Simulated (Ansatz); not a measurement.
## Run times of several calculations on VN2

Cell: 6 atoms, space group I4/mcm, a = 3.932 Å, b = 3.932 Å, c = 3.932 Å, α = 113.67°, β = 113.67°, γ = 101.36°.

All runs are DFT with Ansatz 0.2.0 on 1 thread of Arm Neoverse N1 (aarch64; 28 cores open to the job, memory cap 3.0 GiB, no GPU), a shared host.

Problem. Rank the runs by wall time, shortest first.
A. single point at relaxed positions, r2SCAN, collinear spin, 500 eV, 11×11×11 k-points, smearing 0.05 eV
B. relaxation of the ions, PBE, collinear spin, 420 eV, 11×11×11 k-points, smearing 0.05 eV
C. single point, PBE, collinear spin, 420 eV, 11×11×11 k-points, smearing 0.05 eV

Solution. C (63 s, 0.57 GiB), B (2.2 min, 0.59 GiB), A (12 min, 1.5 GiB).
